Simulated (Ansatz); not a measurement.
## FePt (CuAu type, space group P4/mmm): energy against volume

FePt (CuAu type, space group P4/mmm)

```xyz
2
Lattice="2.7339 0.0000 0.0000 0.0000 2.7339 0.0000 0.0000 0.0000 3.7210" Properties=species:S:1:pos:R:3 pbc="T T T"
Fe     1.3669     1.3669     1.8605
Pt     0.0000     0.0000     0.0000
```

The volume is varied about the relaxed value V₀ at fixed cell shape. Symmetry pins the atoms to their sites.

Computed with r2SCAN (plane waves to 500 eV, PAW, scalar-relativistic; Ansatz, a program for electronic structure). k mesh 17×17×13 (Γ-centred), Fermi-Dirac smearing 0.05 eV. E stands for the smeared free energy. Stress and pressure are positive under compression. With the shape held, the modulus is that of even scaling; a crystal free to change shape is softer. FePt was relaxed with its symmetry unable to fall. Relaxed FePt ends ferromagnetic. Spin-orbit coupling is left out, though Pt is heavy. The magnetic order is the one the run started from; other orders were not tried. ΔE is measured from the relaxed starting cell.

```json
[
 {"V/V₀": "0.840", "ΔE (kJ/mol of atoms)": "32.6", "P (GPa)": "57.2", "moment (μB/cell)": "3.27"},
 {"V/V₀": "0.867", "ΔE (kJ/mol of atoms)": "21.4", "P (GPa)": "43.8", "moment (μB/cell)": "3.34"},
 {"V/V₀": "0.893", "ΔE (kJ/mol of atoms)": "12.9", "P (GPa)": "32.1", "moment (μB/cell)": "3.40"},
 {"V/V₀": "0.920", "ΔE (kJ/mol of atoms)": "6.9", "P (GPa)": "22.2", "moment (μB/cell)": "3.45"},
 {"V/V₀": "0.947", "ΔE (kJ/mol of atoms)": "2.9", "P (GPa)": "13.7", "moment (μB/cell)": "3.49"},
 {"V/V₀": "0.973", "ΔE (kJ/mol of atoms)": "0.7", "P (GPa)": "6.3", "moment (μB/cell)": "3.53"},
 {"V/V₀": "1.000", "ΔE (kJ/mol of atoms)": "0.0", "P (GPa)": "0.0", "moment (μB/cell)": "3.56"},
 {"V/V₀": "1.027", "ΔE (kJ/mol of atoms)": "0.6", "P (GPa)": "-5.3", "moment (μB/cell)": "3.59"},
 {"V/V₀": "1.053", "ΔE (kJ/mol of atoms)": "2.3", "P (GPa)": "-9.9", "moment (μB/cell)": "3.63"},
 {"V/V₀": "1.080", "ΔE (kJ/mol of atoms)": "5.0", "P (GPa)": "-13.8", "moment (μB/cell)": "3.66"},
 {"V/V₀": "1.107", "ΔE (kJ/mol of atoms)": "8.4", "P (GPa)": "-17.1", "moment (μB/cell)": "3.68"},
 {"V/V₀": "1.133", "ΔE (kJ/mol of atoms)": "12.6", "P (GPa)": "-20.0", "moment (μB/cell)": "3.70"},
 {"V/V₀": "1.160", "ΔE (kJ/mol of atoms)": "17.3", "P (GPa)": "-22.4", "moment (μB/cell)": "3.72"}
]
```

Read from the data:

| Quantity | Result |
|---|---|
| Pressure at the smallest volume | 57.2 GPa |
| Energy cost of the largest compression | 338 meV/atom |
| Energy cost of the largest expansion | 180 meV/atom |
| Bulk modulus at fixed cell shape B₀ (third-order Birch-Murnaghan fit) | 216 GPa |
| Pressure derivative B₀′ (fit) | 4.8 |
| Equilibrium volume of the fit | 13.91 Å³/atom |
| Pressure for 5 % compression (fit) | 12.5 GPa |

(Under strain, the slope of the energy per volume gives the stress and its curvature an elastic modulus.)
